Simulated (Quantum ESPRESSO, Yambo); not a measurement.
SiC (2H, space group P6_3mc, No. 186) under biaxial strain (along x and y, z relaxed), counted from the cell relaxed with PBEsol, atoms relaxed at each step. norm-conserving PBEsol (Quantum ESPRESSO, 82 Ry, without SOC); G0W0 in Yambo (6×6×4 Γ-centred k mesh, 76 bands and a 8 Ry block in the screening, 76 bands in G with the Bruneval-Gonze terminator, plasmon pole fitted at 27.2 eV).

```csv
strain s (%),PBEsol direct gap at M (eV),G0W0 direct gap at M (eV)
-2,4.115,5.147
-1,?,?
0,3.859,4.876
+1,3.728,4.729
+2,3.595,4.577
```

Problem. Fit a parabola in s to each column by least squares and predict the withheld row.

Solution. PBEsol: E = 3.859 − 0.1300 s − 0.0010 s² (largest residual 0 meV), giving 3.988 eV at s = -1; the run gave 3.988 eV, a miss of 0 meV. G0W0: E = 4.876 − 0.1426 s − 0.0034 s² (largest residual 1 meV), giving 5.015 eV at s = -1; the run gave 5.008 eV, a miss of 7 meV. The GW settings are held fixed; their convergence isn't established. The screening block changes size along the series (111 vectors at -2 %, 111 vectors at -1 %, 123 vectors at +0 %, 123 vectors at +1 %, 123 vectors at +2 %), which puts steps into the G0W0 values.
